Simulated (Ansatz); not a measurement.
InAs (zinc blende)

```
CELL_PARAMETERS angstrom
      0.00000     6.10911     6.10911
      3.05455     0.00000     3.05455
      3.05455     3.05455     0.00000
ATOMIC_POSITIONS crystal
  As 0.37500 0.75000 0.75000
  As 0.87500 0.75000 0.75000
  In 0.00000 0.00000 0.00000
  In 0.50000 0.00000 0.00000
```

In each cell atom 3 (In, nearest neighbour As at 2.645 Å; its periodic images, 4.3 Å or more away, move with it) moves by s·(1.000, 0.000, 0.000) (along Cartesian x), the rest being held.

The numbers are results of r2SCAN (plane waves to 500 eV, PAW, scalar-relativistic; Ansatz, a quantum-chemistry and plane-wave program), not measurements. k mesh 4×8×8 (Γ-centred), Fermi-Dirac smearing 0.05 eV. E stands for the smeared free energy. InAs was relaxed with its symmetry unable to fall. ΔE is measured from the undisplaced structure.

```json
[
 {"s (Å)": "-0.260", "ΔE (meV/cell)": "257.4"},
 {"s (Å)": "-0.208", "ΔE (meV/cell)": "165.8"},
 {"s (Å)": "-0.156", "ΔE (meV/cell)": "withheld"},
 {"s (Å)": "-0.104", "ΔE (meV/cell)": "41.9"},
 {"s (Å)": "-0.052", "ΔE (meV/cell)": "10.5"},
 {"s (Å)": "0.000", "ΔE (meV/cell)": "0.0"},
 {"s (Å)": "0.052", "ΔE (meV/cell)": "10.5"},
 {"s (Å)": "0.104", "ΔE (meV/cell)": "42.0"},
 {"s (Å)": "0.156", "ΔE (meV/cell)": "94.3"},
 {"s (Å)": "0.208", "ΔE (meV/cell)": "166.9"},
 {"s (Å)": "0.260", "ΔE (meV/cell)": "259.1"}
]
```

**Question.** Fit a polynomial form (powers 2, 3, 4) to the given rows and predict ΔE at s = -0.156.

**Answer.** Least squares on the 10 given rows: ΔE = (3890)·s² + (51.21)·s³ + (-1036)·s⁴, in meV/cell with s in Å; root-mean-square residual 0.05 meV/cell. At -0.156 the fit gives 93.9 meV/cell; the calculation gives 93.8 meV/cell, so the interpolation is off by 0.1 (+0.1 %). The quadratic term alone would give 94.7 meV/cell.

(For displaced atoms, the force is minus the slope of the energy, and its curvature is a force constant, which sets phonon frequencies.)
